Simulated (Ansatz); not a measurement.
TiSi$_{2}$:
```yaml
crystal:
  lattice:
    - [1.76364, -6.76098, 0.00000]
    - [1.76364, 6.76098, 0.00000]
    - [0.00000, 0.00000, 3.56556]
  atoms:
    - { symbol: Ti, position: [0.89681, 0.10319, 0.75000] }
    - { symbol: Ti, position: [0.10319, 0.89681, 0.25000] }
    - { symbol: Si, position: [0.55831, 0.44169, 0.75000] }
    - { symbol: Si, position: [0.44169, 0.55831, 0.25000] }
    - { symbol: Si, position: [0.24976, 0.75024, 0.75000] }
    - { symbol: Si, position: [0.75024, 0.24976, 0.25000] }
```

Relaxed with r²SCAN. Special points in fractions of this cell's reciprocal vectors: Γ (0.000, 0.000, 0.000); Y (-0.500, 0.500, 0.000); C0 (-0.267, 0.733, 0.000); Σ0 (0.267, 0.267, 0.000); Z (0.000, 0.000, 0.500); A0 (0.267, 0.267, 0.500); E0 (-0.267, 0.733, 0.500); T (-0.500, 0.500, 0.500); S (0.000, 0.500, 0.000); R (0.000, 0.500, 0.500).

Problem. List the band energies nearest the Fermi level at these points for DFT-r²SCAN in the program Ansatz with PAW potentials.

Solution. In eV from the Fermi level; about four levels below and three above (degenerate sets whole), none deeper than 8.9 eV; points with the same levels are listed once.

| k | below | above |
|---|---|---|
| Γ | -2.68 -2.27 -2.22 -2.19 | 0.48 0.86 0.91 |
| Y | -2.83 -2.62 -2.14 -1.22 | 0.40 0.69 0.79 |
| C0 | -1.20 -0.77 -0.76 -0.25 | 1.29 1.45 1.79 |
| Z | -1.70 -1.70 -0.06 -0.06 | 0.88 0.88 1.53 1.53 |
| A0 | -3.65 -3.65 -2.55 -2.55 | 1.98 1.98 2.14 2.14 |
| T | -2.20 -2.20 -0.94 -0.94 | 0.58 0.58 1.88 1.88 |
| S | -1.59 -0.66 -0.63 -0.56 | 1.30 1.63 1.87 |
| R | -3.49 -3.49 -2.63 -2.63 | 1.93 1.93 2.14 2.14 |

Space group Cmcm. The r²SCAN relaxation kept the symmetry of its start. The run is not spin-polarised.

Potentials: the earlier of the program's two PAW sets.
